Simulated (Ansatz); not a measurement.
The elements of this relaxed trial crystal are hidden behind letters.

```
lattice vectors (Å)
   4.7309    0.0000    0.0000
   0.0000    4.7309    0.0000
   0.0000    0.0000    4.8128
fractional positions
X 0.5000 0.5000 0.5000
Z 0.0000 0.0000 0.0000
Z 0.5000 0.5000 0.0000
Q 0.0000 0.5000 0.0000
Q 0.5000 0.0000 0.0000
Q 0.0000 0.0000 0.5000
```

All numbers below come from DFT PBE, scalar-relativistic, plane waves, PAW (Ansatz). Plane waves to 420 eV, an 8×8×8 mesh through Γ for the 6-atom cell and 0.10 eV Gaussian smearing; no spin polarisation.

| Item | Value |
| --- | --- |
| Space group | P4/mmm (No. 123) |
| Conventional cell | a = 4.731 Å, c = 4.813 Å |
| Volume per atom | 17.95 Å³ |
| Density | 5.68 g/cm³ |
| Formation energy | +0.01 eV/atom |
| Gap on the 8×8×8 mesh of the 6-atom cell | 0 eV (a metal) |

Energies are uncorrected and count from the elements' standard states at the same level.

Task: X is a d-block element of period 4, Z is a p-block element of period 5 and Q is a p-block element of period 2. Which elements are they?

Result: X = Zn, Z = Te, Q = O, so the formula is ZnTe2O3. Density times volume gives a mean mass of 5.68 × 17.95/1.6605 = 61.4 u per atom, and this set has 61.4 u. Around Zn lie 2 Te at 2.41 Å; around Te on its first site lie 6 O at 2.37–2.41 Å; around O on a site of symmetry mmm lie 4 Te at 2.37 Å; 2 more sites not described. Other sets within the hints have nearly the same mass, so mass alone doesn't settle it; this one was computed.

These runs have no spin–orbit coupling, which can matter for Te. Symmetry constrained the relaxation, so the result can be a saddle point. Another cell of ZnTe2O3 relaxed alike, in R-3m, lies 282 meV/atom lower, so this cell isn't the stable form at this level.
